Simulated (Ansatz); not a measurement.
Ti2C in space group R-3m (No. 166; Ti on 6c, C on 3b) under volume change, plane-wave PAW PBEsol (Ansatz code), shape and atoms relaxed at each volume.

```csv
V (Å³/atom),E − E(relaxed) (meV/atom),P (GPa)
11.683,55.1,16.70
12.068,23.1,10.16
12.453,5.4,4.66
12.838,0.0,-0.01
13.224,4.8,-3.90
13.609,18.3,-7.19
13.994,38.9,-9.91
```

**Question.** What does a third-order Birch–Murnaghan fit give for V₀, B₀ and B′?

**Answer.** V₀ = 12.84 Å³/atom, B₀ = 141 GPa, B′ = 4.8.

The first step of the workflow began from a Materials Project structure, measured or hypothetical; the Crystallography Open Database copy checked does not list it. Whether it is the stable phase at ambient conditions was not checked. The PBEsol relaxation kept the symmetry of its start; of distortions, only those at the zone centre were tested. No spin polarisation was allowed.

Potentials: the later of the program's two PAW sets.
